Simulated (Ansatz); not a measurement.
# KMgF3: the functional and the phonons

KMgF3 in the perovskite structure, relaxed with PBE.

```
CELL_PARAMETERS angstrom
4.05452 0.00000 0.00000
0.00000 4.05452 0.00000
0.00000 0.00000 4.05452
ATOMIC_POSITIONS crystal
K 0.00000 0.00000 0.00000
Mg 0.50000 0.50000 0.50000
F 0.50000 0.50000 0.00000
F 0.50000 0.00000 0.50000
F 0.00000 0.50000 0.50000
```

Computed with Ansatz (plane-wave DFT, scalar-relativistic): PBE; Ansatz hand-made PAW at 1050 eV; k mesh 4×4×4; fixed occupations; no spin. Harmonic phonons by linear response, frequencies in cm⁻¹, imaginary ones marked i; at Γ the three translations are left out and no LO–TO term is added.

Caveats: coarse k mesh.

At 13.33 Å³ an atom it gives top Γ mode (cm⁻¹) 422; lowest Γ mode (cm⁻¹) 139; mean ε∞ 2.07; mean Born charge of K (e) 1.18.

**Question.** Repeat with LDA in its relaxed cell, PBEsol in its relaxed cell, on the same kind of potentials and mesh. What changes?

**Answer.** 
| functional | cutoff (eV) | volume (Å³/atom) | top Γ mode (cm⁻¹) | lowest Γ mode (cm⁻¹) | mean ε∞ | mean Born charge of K (e) |
| --- | --- | --- | --- | --- | --- | --- |
| LDA in its relaxed cell | 1050 | 11.95 | 514 | 155 | 2.17 | 1.19 |
| PBEsol in its relaxed cell | 1050 | 12.72 | 460 | 142 | 2.12 | 1.19 |
